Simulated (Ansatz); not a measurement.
SrTiO3 (cubic perovskite, space group No. 221) at seven volumes, r²SCAN (plane waves, PAW; program Ansatz), scaled uniformly. One row is withheld.

```tsv
V (Å³/atom)	P (GPa)
10.853	21.95
11.211	13.43
11.568	6.18
11.926	0.02
12.284	-5.23
12.642	?
13.000	-13.50
```

Q: Fit the shown pressures and predict the withheld one.

A: P = (3/2)B₀(x^(7/2) − x^(5/2))[1 + (3/4)(B′ − 4)(x − 1)] with x = (V₀/V)^(2/3). Least squares on the six rows gives V₀ = 11.927 Å³/atom, B₀ = 189 GPa, B′ = 4.37. At V = 12.642, x = 0.9619 and P = -9.69 GPa. The run itself gave -9.70 GPa.

Space group Pm-3m (cubic perovskite). Symmetry was held in the r²SCAN relaxation. No spin polarisation was allowed.

Potentials: the later of the program's two PAW sets.
